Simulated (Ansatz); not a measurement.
An Ansatz (a program for electronic structure) run. Input:

Ansatz 0.2 input:
```yaml
crystal:
  lattice:
    - [4.5206593752, 0.0, 0.0]
    - [0.0, 5.2823131754, 0.0]
    - [0.0, 0.0, 3.2879149309]
  atoms:
    - { symbol: In, position: [0.5, 0.5, 0.5] }
    - { symbol: In, position: [0.0, 0.0, 0.0] }
    - { symbol: H, position: [0.5, 0.0, 0.5] }
    - { symbol: H, position: [0.0, 0.5, 0.0] }
    - { symbol: O, position: [0.2789602934, 0.8689539022, 0.5] }
    - { symbol: O, position: [0.7210397066, 0.1310460978, 0.5] }
    - { symbol: O, position: [0.7789602934, 0.6310460978, 0.0] }
    - { symbol: O, position: [0.2210397066, 0.3689539022, 0.0] }
kpoints:
  mp_grid: { grid: [6, 5, 8] }
hamiltonian:
  xc: pbesol
  pseudopotentials: { kind: paw }
scf:
  occupations: { method: fixed }
elastic: { mode: relaxed_ion, stencil: two_point, amplitude: 0.005, f_tol: 0.0005 }
```

Output (shortened):

```
Pseudopotential: In, paw, valence charge 13
Pseudopotential: H, paw, valence charge 1
Pseudopotential: O, paw, valence charge 6
Functional definition: PBEsol
Crystal: 8 atoms, lattice volume = 78.514 Å³
Basis set: ecut = 420 eV, 1541 PW (Γ), exchange–correlation on 64×72×48 points (8 copies of the dense FFT grid, shifted against one another)
Bands: 34, of which v1, the nominal top of the filled ones, is band 26 counted from 1 (25 counted from 0)
Symmetry: 8 space group operations
Space group: Pnnm (ITA 58), of the structure as read, at distance tolerance 4.3e-5 Å
k-points: 60 of 240
SCF 1 converged in 10 iterations: F = -13326.940066 eV  dr2 = 7.64e-14
relax step   1: F+E_penalty+E_count = -13326.94006561 eV  Δ(F+E_penalty+E_count) = +0.000e0 eV  max|allowed force component| = 1.218e-3 eV/Å  Δτ_max = 0.0000 Å  (10 SCF iters, accepted)
Crystal: 8 atoms, lattice volume = 78.514 Å³
SCF 2 converged in 9 iterations: F = -13326.940066 eV  dr2 = 8.09e-15
relax step   2: F+E_penalty+E_count = -13326.94006594 eV  Δ(F+E_penalty+E_count) = -3.350e-7 eV  max|allowed force component| = 4.992e-4 eV/Å  Δτ_max = 0.0001 Å  (9 SCF iters, accepted)
Crystal: 8 atoms, lattice volume = 78.514 Å³
SCF 3 converged in 10 iterations: F = -13326.940066 eV  dr2 = 1.66e-16
Crystal: 8 atoms, lattice volume = 78.121 Å³
Basis set: ecut = 420 eV, 1533 PW (Γ), exchange–correlation on 64×72×48 points (8 copies of the dense FFT grid, shifted against one another)
SCF 4 converged in 10 iterations: F = -13326.938172 eV  dr2 = 9.39e-14
relax step   1: F+E_penalty+E_count = -13326.93817192 eV  Δ(F+E_penalty+E_count) = +0.000e0 eV  max|allowed force component| = 4.765e-2 eV/Å  Δτ_max = 0.0000 Å  (10 SCF iters, accepted)
Crystal: 8 atoms, lattice volume = 78.121 Å³
SCF 5 converged in 9 iterations: F = -13326.938506 eV  dr2 = 9.75e-15
relax step   2: F+E_penalty+E_count = -13326.93850631 eV  Δ(F+E_penalty+E_count) = -3.344e-4 eV  max|allowed force component| = 1.457e-2 eV/Å  Δτ_max = 0.0026 Å  (9 SCF iters, accepted)
Crystal: 8 atoms, lattice volume = 78.121 Å³
SCF 6 converged in 8 iterations: F = -13326.938538 eV  dr2 = 5.39e-14
relax step   3: F+E_penalty+E_count = -13326.93853756 eV  Δ(F+E_penalty+E_count) = -3.125e-5 eV  max|allowed force component| = 5.734e-5 eV/Å  Δτ_max = 0.0009 Å  (8 SCF iters, accepted)
Crystal: 8 atoms, lattice volume = 78.121 Å³
SCF 7 converged in 10 iterations: F = -13326.938538 eV  dr2 = 1.65e-17
Crystal: 8 atoms, lattice volume = 78.906 Å³
Basis set: ecut = 420 eV, 1557 PW (Γ), exchange–correlation on 64×72×48 points (8 copies of the dense FFT grid, shifted against one another)
SCF 8 converged in 10 iterations: F = -13326.938383 eV  dr2 = 7.37e-14
relax step   1: F+E_penalty+E_count = -13326.93838307 eV  Δ(F+E_penalty+E_count) = +0.000e0 eV  max|allowed force component| = 4.477e-2 eV/Å  Δτ_max = 0.0000 Å  (10 SCF iters, accepted)
Crystal: 8 atoms, lattice volume = 78.906 Å³
SCF 9 converged in 9 iterations: F = -13326.938728 eV  dr2 = 1.88e-14
relax step   2: F+E_penalty+E_count = -13326.93872798 eV  Δ(F+E_penalty+E_count) = -3.449e-4 eV  max|allowed force component| = 1.914e-3 eV/Å  Δτ_max = 0.0031 Å  (9 SCF iters, accepted)
Crystal: 8 atoms, lattice volume = 78.906 Å³
SCF 10 converged in 7 iterations: F = -13326.938729 eV  dr2 = 3.24e-14
relax step   3: F+E_penalty+E_count = -13326.93872857 eV  Δ(F+E_penalty+E_count) = -5.809e-7 eV  max|allowed force component| = 2.648e-5 eV/Å  Δτ_max = 0.0001 Å  (7 SCF iters, accepted)
[...]
SCF 45 converged in 9 iterations: F = -13326.939621 eV  dr2 = 7.40e-15
relax step   3: F+E_penalty+E_count = -13326.93962061 eV  Δ(F+E_penalty+E_count) = -1.390e-5 eV  max|allowed force component| = 3.553e-3 eV/Å  Δτ_max = 0.0007 Å  (9 SCF iters, accepted)
Crystal: 8 atoms, lattice volume = 78.513 Å³
SCF 46 converged in 8 iterations: F = -13326.939622 eV  dr2 = 4.09e-14
relax step   4: F+E_penalty+E_count = -13326.93962231 eV  Δ(F+E_penalty+E_count) = -1.709e-6 eV  max|allowed force component| = 2.937e-4 eV/Å  Δτ_max = 0.0002 Å  (8 SCF iters, accepted)
Crystal: 8 atoms, lattice volume = 78.513 Å³
SCF 47 converged in 10 iterations: F = -13326.939622 eV  dr2 = 1.53e-16
Crystal: 8 atoms, lattice volume = 78.513 Å³
SCF 48 converged in 12 iterations: F = -13326.939289 eV  dr2 = 4.64e-14
relax step   1: F+E_penalty+E_count = -13326.93928863 eV  Δ(F+E_penalty+E_count) = +0.000e0 eV  max|allowed force component| = 5.116e-2 eV/Å  Δτ_max = 0.0000 Å  (12 SCF iters, accepted)
Crystal: 8 atoms, lattice volume = 78.513 Å³
SCF 49 converged in 9 iterations: F = -13326.939621 eV  dr2 = 8.06e-14
relax step   2: F+E_penalty+E_count = -13326.93962089 eV  Δ(F+E_penalty+E_count) = -3.323e-4 eV  max|allowed force component| = 3.882e-3 eV/Å  Δτ_max = 0.0028 Å  (9 SCF iters, accepted)
Crystal: 8 atoms, lattice volume = 78.513 Å³
SCF 50 converged in 8 iterations: F = -13326.939622 eV  dr2 = 5.13e-15
relax step   3: F+E_penalty+E_count = -13326.93962232 eV  Δ(F+E_penalty+E_count) = -1.430e-6 eV  max|allowed force component| = 1.226e-4 eV/Å  Δτ_max = 0.0002 Å  (8 SCF iters, accepted)
Crystal: 8 atoms, lattice volume = 78.513 Å³
SCF 51 converged in 10 iterations: F = -13326.939622 eV  dr2 = 1.32e-16
SCF converged after 10 iterations
Stability not checked: this state was not tested for a lower state beside it, because too few of the mixer's solves of this state at the end of the SCF gave a …
Free energy (F): -13326.940066 eV
Harris-Foulkes:  -13326.940066 eV  (|F-HF|=5.46e-12)
Internal energy: -13326.940066 eV  (E = F + TS)
E sigma→0 (E₀):  -13326.940066 eV
Fermi energy:    7.473535 eV
--- Per-component energies (eV) ---
  E_band       = -42.248998
  E_kinetic    = 1217.708724
  E_local      = -3365.975534  (includes V_loc(G=0)·N_el)
  E_nonlocal   = 941.718257
  E_hartree    = 1262.998348
  E_xc         = -732.658847
  E_vxc        = -593.250526  (∫ρ·V_xc dr)
  E_paw        = -8791.103683  (= ΣΔE_a)
  E_vpaw       = -768.454594  (= ΣTr[D̂ρ^β])
  E_aug_tail   = 0.007978  (compensation charges beyond the density's cutoff)
  E_ewald      = -3860.248267
  E_core_change = 0.612957  (= ΣΔE_core)
  E_smearing   =  0.000000  (= −TS)
  E_closure    =  0.000000  (closes the sum)
  Σ components = -13326.940066   (vs F -13326.940066, Δ=0.00e0)
--- Forces (eV/Å), atoms counted from 1 ---
  atom   1  In     0.00000000     0.00000000     0.00000000
  atom   2  In     0.00000000     0.00000000     0.00000000
  atom   3  H      0.00000000     0.00000000     0.00000000
  atom   4  H      0.00000000     0.00000000     0.00000000
  atom   5  O      0.00049493    -0.00049917     0.00000000
  atom   6  O     -0.00049493     0.00049917     0.00000000
  atom   7  O      0.00049493     0.00049917     0.00000000
  atom   8  O     -0.00049493    -0.00049917     0.00000000
  max |Σ_I F_I| component: 0.00e0 eV/Å
--- Stress (GPa, compression-positive) ---
        0.016603       0.000000       0.000000
        0.000000       0.006626       0.000000
        0.000000       0.000000      -0.022256
  P = ⅓ Tr σ = 0.0003 GPa (0.003 kbar)
--- Band table (eV; the first three rows and the last of 60) ---
  k-point 0: bands = ["-10.8213", "-10.1178", "-8.5884", "-8.5142", "-4.8527", "-4.6474", "-4.5653", "-4.5542", "-4.5361", "-4.3657", "-4.2618", "-4.2591", "-4.2119", "-3.6314", "1.4557", "2.4727", "3.1751", "3.7367", "4.9938", "5.0988", "6.3513", "7.0874", …
  k-point 1: bands = ["-10.7442", "-10.0870", "-8.6462", "-8.5816", "-4.7948", "-4.6002", "-4.5376", "-4.4517", "-4.4257", "-4.3603", "-4.2668", "-4.2632", "-4.2235", "-3.6851", "1.5120", "2.4293", "3.0392", "3.9022", "4.9785", "5.1246", "5.7010", "6.9175", …
  k-point 2: bands = ["-10.5401", "-10.0228", "-8.7762", "-8.7329", "-4.6534", "-4.5157", "-4.4442", "-4.3742", "-4.3672", "-4.3332", "-4.2824", "-4.0828", "-4.0618", "-3.8294", "1.6964", "2.3140", "2.7138", "4.3477", "4.5957", "5.0378", "5.0822", "6.1502", …
  k-point 59: bands = ["-10.0839", "-10.0839", "-8.8503", "-8.8503", "-4.4860", "-4.4860", "-4.3508", "-4.3508", "-4.3095", "-4.3095", "-4.1590", "-4.1590", "-3.9051", "-3.9051", "2.2604", "2.2604", "2.5034", "2.5034", "4.6816", "4.6816", "5.7973", "5.7973", …
--- Elastic constants: 6 strain directions × 2 members + reference (group order 8) ---
  dense FFT box of the reference and of every strained cell: 32×36×24
  strains applied: 11, 22, 33, 23, 13, 12; error gains …
  reference relaxed by the batch: 2 steps …
  largest displacement 7.6e-5 Å; the constants are those of the deck's cell at these positions:
  atoms:
    - { symbol: In, position: [0.5000000000000001, 0.5, 0.5] }
    - { symbol: In, position: [0.0, 0.0, 0.0] }
    - { symbol: H, position: [0.5000000000000001, 0.0, 0.5] }
    - { symbol: H, position: [0.0, 0.5, 0.0] }
    - { symbol: O, position: [0.2789713223311276, 0.8689431015637453, 0.5] }
    - { symbol: O, position: [0.7210286776688727, 0.13105689843625484, 0.5] }
    - { symbol: O, position: [0.7789713223311275, 0.6310568984362548, 0.0] }
    - { symbol: O, position: [0.22102867766887252, 0.3689431015637452, 0.0] }
  C = ∂σ_k/∂η_j (tension-positive GPa; Voigt order 11 22 33 23 13 12):
       256.184    130.663    116.201      0.000      0.000      0.000
       130.715    257.823    107.572      0.000      0.000      0.000
       116.264    107.560    267.409      0.000      0.000      0.000
         0.000      0.000      0.000     52.911      0.000      0.000
         0.000      0.000      0.000      0.000     59.202      0.000
         0.000      0.000      0.000      0.000      0.000    100.557
  reference stress σ⁰ (GPa):     -0.017     -0.007      0.022      0.000      0.000      0.000
  moduli (Voigt/Reuss/Hill, GPa): K = 165.60/165.54/165.57   G = 71.00/67.34/69.17   E = 182.14   ν = 0.317
  mechanically stable: yes (min eigenvalue of sym C = 52.91 GPa)
  strain η (Voigt 11):  stress-route row diagonal C_11 = 256.18 GPa, energy-path curvature d²(F+E_count+ΔE)/dδ²/Ω₀ = 256.02 GPa
         δ    σ_11 (GPa)             F (eV)   n_scf  n_hpsi   n_pw
    -5.000e-3      -1.3017      -13326.9385376      10   33050   1552   relax 3 steps, max|allowed force component| 5.73e-5 eV/Å
     5.000e-3       1.2602      -13326.9387286      10   32683   1565   relax 3 steps, max|allowed force component| 2.65e-5 eV/Å
  strain η (Voigt 22):  stress-route row diagonal C_22 = 257.82 GPa, energy-path curvature d²(F+E_count+ΔE)/dδ²/Ω₀ = 257.08 GPa
         δ    σ_22 (GPa)             F (eV)   n_scf  n_hpsi   n_pw
    -5.000e-3      -1.3173      -13326.9384932       9   31522   1551   relax 3 steps, max|allowed force component| 3.22e-4 eV/Å
     5.000e-3       1.2609      -13326.9386177      10   32601   1564   relax 3 steps, max|allowed force component| 7.44e-6 eV/Å
  strain η (Voigt 33):  stress-route row diagonal C_33 = 267.41 GPa, energy-path curvature d²(F+E_count+ΔE)/dδ²/Ω₀ = 266.74 GPa
         δ    σ_33 (GPa)             F (eV)   n_scf  n_hpsi   n_pw
    -5.000e-3      -1.3301      -13326.9385318      10   32484   1548   relax 4 steps, max|allowed force component| 1.47e-6 eV/Å
     5.000e-3       1.3440      -13326.9386079      10   32790   1564   relax 3 steps, max|allowed force component| 4.03e-6 eV/Å
  strain η (Voigt 23):  stress-route row diagonal C_44 = 52.91 GPa, energy-path curvature d²(F+E_count+ΔE)/dδ²/Ω₀ = 52.98 GPa
         δ    σ_23 (GPa)             F (eV)   n_scf  n_hpsi   n_pw
    -5.000e-3      -0.2646      -13326.9398410      10   45892   1556   relax 3 steps, max|allowed force component| 3.78e-6 eV/Å
     5.000e-3       0.2646      -13326.9398410      10   45954   1556   relax 2 steps, max|allowed force component| 1.91e-4 eV/Å
  strain η (Voigt 13):  stress-route row diagonal C_55 = 59.20 GPa, energy-path curvature d²(F+E_count+ΔE)/dδ²/Ω₀ = 59.30 GPa
         δ    σ_13 (GPa)             F (eV)   n_scf  n_hpsi   n_pw
    -5.000e-3      -0.2960      -13326.9398488      10   42650   1560   relax 3 steps, max|allowed force component| 3.07e-5 eV/Å
     5.000e-3       0.2960      -13326.9398488      10   42707   1560   relax 2 steps, max|allowed force component| 3.92e-4 eV/Å
  strain η (Voigt 12):  stress-route row diagonal C_66 = 100.56 GPa, energy-path curvature d²(F+E_count+ΔE)/dδ²/Ω₀ = 100.62 GPa
         δ    σ_12 (GPa)             F (eV)   n_scf  n_hpsi   n_pw
    -5.000e-3      -0.5028      -13326.9396223      10   43744   1560   relax 4 steps, max|allowed force component| 2.94e-4 eV/Å
     5.000e-3       0.5028      -13326.9396223      10   43703   1560   relax 3 steps, max|allowed force component| 1.23e-4 eV/Å
```

Cost: around 8 core-minutes (rough) on shared cores.

The first step of the workflow began from a Materials Project structure, measured or hypothetical; the Crystallography Open Database copy checked does not list it. COD files the formula under space group No. 31, so this cell is another polymorph or a model. Whether it is the stable phase at ambient conditions was not checked. Symmetry was held in the PBEsol relaxation; whether a distortion lowers the energy is not shown. Spin–orbit coupling is left out wherever it is not named.

Potentials: the later of the program's two PAW sets.

Ansatz is a plane-wave DFT program.
